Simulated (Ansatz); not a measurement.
IrPt11:
```
CELL_PARAMETERS angstrom
      4.79402     0.00000     0.00000
      0.00000     2.76940     0.00000
     -1.59455     0.00000    13.75826
ATOMIC_POSITIONS crystal
  Pt 0.99907 0.00000 0.99989
  Pt 0.72399 0.00000 0.16880
  Ir 0.93989 0.50000 0.33126
  Pt 0.83927 0.00000 0.49665
  Pt 0.55753 0.00000 0.66735
  Pt 0.77726 0.50000 0.83378
  Pt 0.50104 0.50000 0.00246
  Pt 0.21948 0.50000 0.16593
  Pt 0.43877 0.00000 0.33200
  Pt 0.33594 0.50000 0.50011
  Pt 0.05604 0.50000 0.66725
  Pt 0.27837 0.00000 0.83450
```

Relaxed with r²SCAN. Special points in fractions of this cell's reciprocal vectors: Γ (0.000, 0.000, 0.000); Z (0.000, 0.500, 0.000); D (0.000, 0.500, 0.500); B (0.000, 0.000, 0.500); A (-0.500, 0.000, 0.500); E (-0.500, 0.500, 0.500); C2 (-0.500, 0.500, 0.000); Y2 (-0.500, 0.000, 0.000).

**Question.** List the band energies nearest the Fermi level at these points for DFT-r²SCAN in the program Ansatz with PAW potentials.

**Answer.** In eV from the Fermi level; about four levels below and three above (degenerate sets whole), none deeper than 8.9 eV; points with the same levels are listed once.

```json
[
 {"k": "Γ", "below": "-0.51 -0.39 -0.09 -0.08", "above": "0.05 0.10 0.17"},
 {"k": "Z", "below": "-0.47 -0.45 -0.29 -0.24", "above": "0.07 0.15 0.23"},
 {"k": "D", "below": "-0.79 -0.74 -0.09 -0.02", "above": "0.04 0.05 0.17"},
 {"k": "B", "below": "-0.38 -0.23 -0.21 -0.15", "above": "0.01 0.01 0.09"},
 {"k": "A", "below": "-0.38 -0.31 -0.17 -0.16", "above": "0.03 0.06 0.32"},
 {"k": "E", "below": "-0.77 -0.63 -0.63 -0.08", "above": "0.03 0.05 0.09"},
 {"k": "C2", "below": "-0.17 -0.16 -0.13 -0.08", "above": "0.06 0.06 0.11 0.11"},
 {"k": "Y2", "below": "-0.78 -0.27 -0.14 -0.07", "above": "0.24 1.16 1.25"}
]
```

Space group Pm. The start of the workflow was typed in or built on a structure type; neither database checked (COD, Materials Project) lists it. Its standing as an ambient phase is unchecked. The cell was relaxed with r²SCAN under the symmetry of its start; its stability against distortions is not shown here. No spin polarisation was allowed. Scalar-relativistic: spin–orbit coupling is off unless named, which matters more the heavier the elements.

Potentials: the earlier of the program's two PAW sets. The files were generated under PBE; for other functionals the program regenerates the frozen cores, and for LDA and PBEsol the local potential too.
